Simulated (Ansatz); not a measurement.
Polymorphs of MgAu

4 relaxations of MgAu ended in 3 distinct structures. These are PBEsol (plane waves to 420 eV, PAW, scalar-relativistic; Ansatz, a first-principles code) values and carry that method's errors.

| # | space group | Pearson | type | E − E(lowest) (eV/atom) | V (Å³/atom) | coordination | runs ending here |
|---|---|---|---|---|---|---|---|
| 1 | Pm-3m | cP2 | CsCl type | 0.00 | 17.30 | Au 8 (cubic)+6, Mg 8 (cubic)+6 | 2 |
| 2 | P6₃mc | hP8 | – | 0.29 | 21.42 | – | 1 |
| 3 | P6mm | hP6 | – | 0.43 | 20.50 | – | 1 |

Coordination numbers (neighbours up to the widest gap in distance over summed covalent radii, below 1.35; n+m marks a second, longer set). All are gapless at this level. Pm-3m, cP2, CsCl type is the lowest of the structures calculated here.

Space group Pm-3m (No. 221); a = b = c = 3.2584 Å, α = β = γ = 90.00°

| atom | site | symmetry | x | y | z |
|---|---|---|---|---|---|
| Au | 1a | m-3m | 0.0000 | 0.0000 | 0.0000 |
| Mg | 1b | m-3m | 0.5000 | 0.5000 | 0.5000 |

Each run could gain symmetry but not lose that of its start, so entries can be saddle points. From databases, or of a type measured for this composition: Pm-3m, cP2, CsCl type; the others are generated cells (placed on structure types, drawn at random, substituted or restacked) that were not matched to a known phase here. Energies are at zero temperature and pressure, without zero-point motion. The runs use different k-meshes, so differences are rounded accordingly. No spin polarisation in the result.
